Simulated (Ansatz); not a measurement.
Clamped-ion strain scan in Mo

Level of theory: DFT r2SCAN, scalar-relativistic, plane waves, PAW (Ansatz 0.2.0). Settings: plane waves to 500 eV, k-mesh 18×18×18 (Γ-centred), Gaussian smearing 0.15 eV. No spin polarisation. Energies are free energies at this smearing, counted from the undisturbed cell; pressure is positive in compression.

The undisturbed cell (as given, not relaxed at this level; it stands at 0.5 GPa; this form isn't the usual structure):

```xyz
1
Lattice="2.7355 0.0000 0.0000 -1.3678 2.3690 0.0000 0.0000 0.0000 2.5552" Properties=species:S:1:pos:R:3 pbc="T T T"
Mo    0.0000    0.0000    1.2776
```

The cell is strained by ε times the Voigt pattern (1, -1, 0, 0, 0, 0) (xx, yy, zz, yz, xz, xy; engineering shear) with fractional coordinates fixed. The cell is metallic on the mesh throughout.

```csv
ε,ΔE (meV/atom),"stress summed along the pattern (GPa, tension positive)",pressure (GPa)
-0.1000,76.4,-32.21,7.7
-0.0750,11.8,-14.55,4.3
-0.0500,-8.3,-0.32,2.1
-0.0250,-4.3,2.28,0.9
0.0000,0.0,0.00,0.5
0.0250,-5.9,-3.80,0.8
0.0500,-18.5,-5.85,1.8
0.0750,-25.8,0.19,3.2
0.0875,-21.5,4.52,4.2
0.1000,-11.1,8.84,5.3
```